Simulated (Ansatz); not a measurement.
# Computed properties of SiC

SiC:
```yaml
crystal:
  lattice:
    - [3.07938, 0.00000, 0.00000]
    - [-1.53969, 2.66682, 0.00000]
    - [0.00000, 0.00000, 20.13703]
  atoms:
    - { symbol: Si, position: [0.33333, 0.66667, 0.25011] }
    - { symbol: Si, position: [0.66667, 0.33333, 0.75011] }
    - { symbol: C, position: [0.33333, 0.66667, 0.96891] }
    - { symbol: C, position: [0.66667, 0.33333, 0.46891] }
    - { symbol: C, position: [0.00000, 0.00000, 0.09386] }
    - { symbol: C, position: [0.00000, 0.00000, 0.59386] }
    - { symbol: C, position: [0.33333, 0.66667, 0.34412] }
    - { symbol: C, position: [0.66667, 0.33333, 0.84412] }
    - { symbol: C, position: [0.33333, 0.66667, 0.71874] }
    - { symbol: C, position: [0.66667, 0.33333, 0.21874] }
    - { symbol: Si, position: [0.33333, 0.66667, 0.62499] }
    - { symbol: Si, position: [0.66667, 0.33333, 0.12499] }
    - { symbol: Si, position: [0.00000, 0.00000, 0.00009] }
    - { symbol: Si, position: [0.00000, 0.00000, 0.50009] }
    - { symbol: Si, position: [0.33333, 0.66667, 0.87518] }
    - { symbol: Si, position: [0.66667, 0.33333, 0.37518] }
```

Space group P6_3mc (No. 186); conventional cell a = b = 3.079 Å, c = 20.137 Å, α = β = 90.00°, γ = 120.00°.

Method: PBEsol (plane waves, PAW; program Ansatz). The cell and atoms are relaxed at this level. Other levels are named where they apply.

**Cell and energy**

* **Volume per atom**: 10.34 Å³
* **Density**: 3.22 g/cm³
* **Formation energy from the elements (no fitted shifts)**: -262 meV/atom

**Electronic structure**

Band gap: 1.66 eV (indirect)
Valence-band maximum: at Γ
Conduction-band minimum: at M (3 equivalent valleys)
Smallest direct gap on the standard path: 2.75 eV
Electron effective mass: 0.23, 0.51, 0.57 mₑ (principal values)
Weight of the conduction-edge state by species (Voronoi cells): Si 61 %, C 39 %
Hole effective mass, band 1 of 2 at the edge: 4.1 along x, 1.6 along z (mₑ)
Hole effective mass, band 2 of 2 at the edge: 0.30 along x, 1.6 along z (mₑ)
Weight of the valence-edge state by species (Voronoi cells): C 80 %, Si 20 %
HSE06 gap on the PBEsol cell: 2.66 eV

**Mechanics**

- Bulk modulus (Birch–Murnaghan fit): 222 GPa
- Pressure derivative B′: 3.9
- Elastic constants (relaxed ions, GPa): C11 = 492, C12 = 115, C13 = 58.9, C33 = 545, C44 = 161
- Mechanical stability: stable (all eigenvalues of C positive)
- Hill bulk and shear moduli: 222 and 186 GPa
- Young's modulus: 437 GPa
- Poisson's ratio: 0.17
- Debye temperature from the elastic constants: 1140 K
- Piezoelectric stress constants (proper, relaxed ions, C/m²): e15 = e24 = -0.03, e31 = e32 = -0.05, e33 = 0.13

**Dielectric response**

* **Electronic dielectric constant ε∞ (DFPT)**: 7.09 (xx = yy), 7.30 (zz)
* **Static dielectric constant ε0 (ions relaxed, cell fixed)**: 10.4 (xx = yy), 10.8 (zz)
* **Born charges (a third of the trace)**: Si +2.65 to +2.75, C -2.74 to -2.71 e
* **Largest static χ(2) component**: 29 pm/V

**Phonons**

- Highest zone-centre frequency (without LO–TO term): 943 cm⁻¹
- Zone-centre stability: no imaginary mode at Γ

The workflow started from an entry of the Crystallography Open Database (COD). Its sites differ from those of the usual phase in this space group: another stacking or structure type. Symmetry was held in the PBEsol relaxation. The references are the lowest solids computed at this level, not always the standard phases.

Potentials: the later of the program's two PAW sets.
